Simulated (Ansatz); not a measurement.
# Counting bonds and constraints in disordered Si₉N₈O₆

A cell of 23 atoms, a random packing after short dynamics, relaxed. These are results of DFT PBE, scalar-relativistic, plane waves, PAW (Ansatz 0.2.0), not measurements.

Plane waves to 420 eV, a k mesh through Γ of 4×4×4 on the computed 23-atom cell and Gaussian smearing (0.02 eV); no spin polarisation.

```
CELL_PARAMETERS angstrom
6.82654 -0.09496 -0.32260
-0.08703 6.88244 -0.51075
-0.31836 -0.52342 6.18117
ATOMIC_POSITIONS crystal
Si 0.75041 0.39769 0.68257
Si 0.20927 0.49195 0.70327
Si 0.05565 0.08498 0.65487
Si 0.59264 0.62819 0.93726
Si 0.26557 0.47783 0.21860
Si 0.50805 0.76531 0.54541
Si 0.45629 0.20203 0.47545
Si 0.90351 0.64078 0.38659
Si 0.87472 0.95444 0.20211
N 0.14655 0.94852 0.87240
N 0.34359 0.55943 0.97948
N 0.76919 0.72643 0.13842
N 0.96501 0.53136 0.63395
N 0.24947 0.23812 0.63028
N 0.31262 0.60293 0.49810
N 0.98581 0.89731 0.45125
N 0.09854 0.92368 0.03963
O 0.02451 0.48006 0.20689
O 0.48851 0.96058 0.42878
O 0.37139 0.26482 0.23351
O 0.56282 0.82499 0.80798
O 0.87512 0.20153 0.76377
O 0.66784 0.60516 0.45044
```

Pairs within 1.2 times the summed covalent radii count as bonded, except two cations (other than C and H) that share an anion, which edge-sharing polyhedra bring close without a bond.

Compare coordinations with the usual valences, and count constraints.

| element | usual valence | atoms × bonds found |
| --- | --- | --- |
| N | 3 | 2×2, 6×3 |
| O | 2 | 6×2 |
| Si | 4 | 1×3, 7×4, 1×5 |

19 of 23 atoms have their usual valence (8 − N for groups 14 to 17, three for boron, one for hydrogen), 1 have more bonds and 3 fewer. The mean coordination is 3.04 against 3.13 by the rule. 9 % of the bonds join like atoms. Each atom with r bonds brings r/2 stretching and 2r − 3 bending constraints (no bending for r = 1): 4.61 per atom against 3 degrees of freedom, so by Maxwell counting the network is stressed rigid: without a crystal's symmetry not all bonds and angles can be satisfied, which shows as spread in angles. The angle at bridging O is soft; without those 6 constraints 4.35 remain, still too many.

Cost: 6 runs of about 29 core-minutes in all (earlier runs that led there not counted), on Arm Neoverse V2 (shared hosts).